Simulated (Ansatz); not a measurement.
An ordered 4-atom cell of SnC3 on the diamond lattice (P-4m2) at its r2SCAN geometry, in Ansatz. One PBEsol run serves as the base. The settings are then varied one at a time, some on purpose to values that make no sense. Doubtful ones may also carry a cap on iterations. All numbers are computed, and spin polarisation is off unless an edit sets a moment.

Base input:
```yaml
crystal:
  lattice:
    - [2.9788882431, 0.0, 0.0]
    - [0.0, 2.9788882431, 0.0]
    - [0.0, 0.0, 4.6435166754]
  atoms:
    - { symbol: C, position: [0.5, 0.0, 0.820363275] }
    - { symbol: C, position: [0.5, 0.5, 0.0] }
    - { symbol: C, position: [0.0, 0.5, 0.179636725] }
    - { symbol: Sn, position: [0.0, 0.0, 0.5] }
kpoints:
  mp_grid: { grid: [6, 6, 4] }
hamiltonian:
  xc: pbesol
scf:
  occupations: { method: fixed }
  n_extra_bands: 5
output:
  forces: true
  stress: true
  eigenvalues: true
```

Base results:
```
Basis set: ecut = 420 eV, 779 PW (Γ)
Symmetry: 8 space group operations
Space group: P-4m2 (ITA 115)
k-points: 30 of 144 (time reversal used)
SCF converged after 7 iterations
Free energy (F): -6684.008736 eV
Fermi energy:    13.626758 eV
--- Forces (eV/Å), atoms counted from 1 ---
  atom   1  C       0.00000      0.00000      0.32671
  atom   2  C       0.00000      0.00000      0.00000
  atom   3  C       0.00000      0.00000    -0.32671
  atom   4  Sn      0.00000      0.00000      0.00000
--- Stress (GPa, compression-positive) ---
       -3.240599       0.000000       0.000000
        0.000000      -3.240599       0.000000
        0.000000       0.000000      -2.812451
  P = ⅓ Tr σ = -3.0979 GPa (-30.979 kbar)
```
The gap over this mesh is 0.319 eV.

Command: `ansatz run input.yaml --threads 4 --pin off --max-ram 3686MiB --backend cpu --events-out ev --progress --plain --runs-dir out`. Wall time 1.4 s on 4 threads of Arm Neoverse N1 (shared host); peak host memory 0.31 GiB.

Question: Predict the outcome of this edit.
```yaml
scf:
  mixing: { beta: 0.05 }
  max_iter: 69
```

Answer: It converges in 8 iterations against the base's 7. The result is the base's, as it should be for a key that only affects how the solution is found.

Question: These lines are set or replaced. What follows?
```yaml
crystal:
  symmetry: { detect: false }
```

Answer: It converges in 8 iterations against the base's 7, on 76 k points in place of 30. The result is the base's, as it should be for a key that only affects how the solution is found.

Question: These lines are set or replaced. What follows?
```yaml
kpoints:
  mp_grid: { grid: [2, 2, 2] }
```

Answer: The free energy moves by +400 meV an atom, the mean stress by +0.24 GPa (single components by up to 7.6) and the gap on the mesh by -0.174 eV (to 0.145). The mesh is too coarse.
```
k-points: 6 of 8
SCF converged after 8 iterations
Free energy (F): -6682.407376 eV
Fermi energy:    13.863446 eV
--- Forces (eV/Å), atoms counted from 1 ---
  atom   1  C       0.00000      0.00000      1.29058
  atom   2  C       0.00000      0.00000      0.00000
  atom   3  C       0.00000      0.00000    -1.29058
  atom   4  Sn      0.00000      0.00000      0.00000
--- Stress (GPa, compression-positive) ---
        0.901128       0.000000       0.000000
        0.000000       0.901128       0.000000
        0.000000       0.000000     -10.390565
  P = ⅓ Tr σ = -2.8628 GPa (-28.628 kbar)
--- Band table (eV; the first three rows and the last of 6) ---
  k-point 0: bands = […, 2.1323, 7.6357, 7.6357, 12.2638, 13.8634, 13.8634, 14.3402, 14.7604, 16.3857, 18.4016, …]
  k-point 1: bands = […, 7.4772, 7.9701, 7.9701, 8.2174, 12.6014, 12.6014, 14.3239, 15.6467, 17.7713, 18.4588, …]
  k-point 2: bands = […, 4.6998, 6.3594, 6.8466, 7.1310, 8.7227, 13.1185, 15.7826, 16.8236, 17.8370, 19.9023, …]
  k-point 5: bands = […, 2.1252, 6.7274, 6.9334, 6.9430, 6.9430, 7.5725, 17.2198, 17.2198, 18.2861, 19.6635, …]
```

Question: These lines are set or replaced. What follows?
```yaml
scf:
  occupations: { method: gaussian, width: 0.5 }
```

Answer: The free energy moves by -3.2 meV an atom, the mean stress by +0.21 GPa (single components by up to 0.9) and the gap on the mesh by +0.016 eV (to 0.334). The term −TS is -9.5 meV an atom. A width of 0.5 eV moves electrons across a gap of 0.32 eV: this is no longer the ground state.
```
SCF converged after 7 iterations
Free energy (F): -6684.021354 eV
Internal energy: -6683.983375 eV  (E = F + TS)
E sigma→0 (E₀):  -6684.002365 eV
Entropy (-TS):   -0.037980 eV (-9.495 meV/atom)
Fermi energy:    13.743637 eV
--- Forces (eV/Å), atoms counted from 1 ---
  atom   1  C       0.00000      0.00000      0.39639
  atom   2  C       0.00000      0.00000      0.00000
  atom   3  C       0.00000      0.00000    -0.39639
  atom   4  Sn      0.00000      0.00000      0.00000
--- Stress (GPa, compression-positive) ---
       -3.375951       0.000000       0.000000
        0.000000      -3.375951       0.000000
        0.000000       0.000000      -1.908927
  P = ⅓ Tr σ = -2.8869 GPa (-28.869 kbar)
--- Band table (eV; the first three rows and the last of 30) ---
  k-point 0: bands = […, 2.1084, 7.3586, 7.3586, 11.9970, 13.6085, 13.6085, 14.1945, 14.5905, 16.2597, 18.3760, …]
  k-point 1: bands = […, 4.6233, 7.5074, 7.5074, 10.4983, 12.9745, 12.9745, 14.1341, 15.2212, 16.7106, 18.8366, …]
  k-point 2: bands = […, 7.3779, 7.6747, 7.6747, 8.0292, 12.4299, 12.4299, 14.1309, 15.4107, 17.6463, 18.4858, …]
  k-point 29: bands = […, 1.8709, 6.5755, 6.8916, 6.8916, 6.9350, 7.3575, 17.2297, 17.2297, 18.3839, 19.5270, …]
```

Question: These lines are set or replaced. What follows?
```yaml
scf:
  occupations: { method: methfessel_paxton, width: 0.05 }
```

Answer: Energy, stress and gap stay within 1 meV an atom, 0.1 GPa and 0.005 eV of the base.

Question: These lines are set or replaced. What follows?
```yaml
scf:
  occupations: { method: gaussian, width: 0.001 }
```

Answer: Energy, stress and gap stay within 1 meV an atom, 0.1 GPa and 0.005 eV of the base. The width is small against the gap, so it doesn't matter.

Question: These lines are set or replaced. What follows?
```yaml
scf:
  occupations: { method: methfessel_paxton, width: 0.2 }
```

Answer: Energy, stress and gap stay within 1 meV an atom, 0.1 GPa and 0.005 eV of the base. The term −TS is +0.5 meV an atom, of a sign that arises since this scheme's broadening is partly negative.

Spin-orbit coupling is left out, which matters wherever the heavy atoms make up the band edges.
